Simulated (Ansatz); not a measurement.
**NbRh: pressure against volume, fitted**

```
CELL_PARAMETERS angstrom
2.84200 0.00000 0.00000
0.00000 2.84200 0.00000
0.00000 0.00000 3.80900
ATOMIC_POSITIONS crystal
Nb 0.00000 0.00000 0.00000
Rh 0.50000 0.50000 0.50000
```

Atoms are numbered in the order listed.

The cell is COD entry 2310202, as deposited and not checked against the literature; nothing was relaxed.

All numbers below come from Ansatz 0.2.0, DFT, PBEsol, all-electron LAPW, scalar-relativistic.

Settings: a Γ-centred 14×14×11 k mesh, Fermi–Dirac smearing of 0.05 eV, basis error target 1 meV/atom, no spin polarisation.

The cell is scaled evenly. Fractional coordinates are held (clamped ions).

```json
{"V (Å³/atom)": "14.460", "P (GPa)": "16.34"}
{"V (Å³/atom)": "15.075", "P (GPa)": "4.38"}
{"V (Å³/atom)": "15.229", "P (GPa)": "1.78"}
{"V (Å³/atom)": "15.383", "P (GPa)": "-0.69"}
{"V (Å³/atom)": "15.536", "P (GPa)": "-3.04"}
{"V (Å³/atom)": "15.690", "P (GPa)": "-5.25"}
{"V (Å³/atom)": "15.998", "P (GPa)": "-9.34"}
{"V (Å³/atom)": "16.306", "P (GPa)": "-13.01"}
```

Fit a third-order Birch–Murnaghan curve to the pressures.

P = (3B0/2)(y^(7/2) − y^(5/2))[1 + (3/4)(B0′ − 4)(y − 1)] with y = (V0/V)^(2/3) fits within 0.01 GPa for V0 = 15.339 Å³/atom, B0 = 243.3 GPa and B0′ = 4.38.

Predict the pressure at the withheld volume, 14.767 Å³/atom.

There y = 1.0256, so the fit gives 10.04 GPa; the run gave 10.04 GPa.
